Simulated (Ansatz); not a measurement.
Computed with DFT PBE, scalar-relativistic, plane waves, PAW (Ansatz 0.2.0). Cutoff 420 eV, Γ-centred meshes of about 0.25 Å⁻¹ or finer for metals and 0.3 Å⁻¹ for insulators (2π included), Gaussian smearing. No spin polarisation.

Relaxed structures of MgGe2N3, with energies over the first row. Coordination counts N atoms around Ge and Mg (those within 1.25 times the shortest such distance or 1.15 times the sum of covalent radii, 1.27 where that leaves under three; a plus sign parts nearer from farther groups; a slash parts the counts of unlike sites).

| # | form | sites | V (Å³/atom) | coordination | ΔE (meV/atom) |
| --- | --- | --- | --- | --- | --- |
| 1 | Cmc2_1 | Mg 4a; Ge 8b; N 4a, 8b | 12.7 | Mg 4, Ge 4 | 0 |
| 2 | P-3m1 | Mg 1a; Ge 2d; N 2d, 1b | 10.3 | Mg 6, Ge 6 | 147 |

A further structure, relaxed alike:

```
Mg Ge N
1.0
     3.35771    0.00000    0.00000
    -1.67885    2.90786    0.00000
     0.00000    0.00000    7.87665
Mg Ge N
1 2 3
Direct
  0.00000 0.00000 0.98908
  0.66667 0.33333 0.67530
  0.33333 0.66667 0.33191
  0.33333 0.66667 0.58372
  0.00000 0.00000 0.26815
  0.66667 0.33333 0.90184
```

Problem. Where does it fall in the ranking, and at what energy?

Solution. It falls between rows 1 and 2, 77 meV/atom above row 1, with space group P3m1 (No. 156) and 12.8 Å³/atom. Counting N atoms around Ge and Mg, this cell has Mg 4, Ge 1+3/4 and row 1 has Mg 4, Ge 4. Mg has 3 N at 2.06 Å and 1 N at 2.20 Å; Ge on its first site is surrounded by 1 N at 1.78 Å and 3 N at 2.07 Å; Ge on its second site is surrounded by 4 N at 1.98–2.00 Å; N on its first site is surrounded by 4 Ge at 1.98–2.07 Å; 2 more sites not described.

In P3m1, P-3m1 an odd number of electrons in the primitive cell allows no gap without spin; a larger cell or a magnetic state could open one. With atoms moved at random, row 1 (by 78 meV/atom) fell into a lower structure. Row 2 and the further cell had no clear such test and can be saddle points.
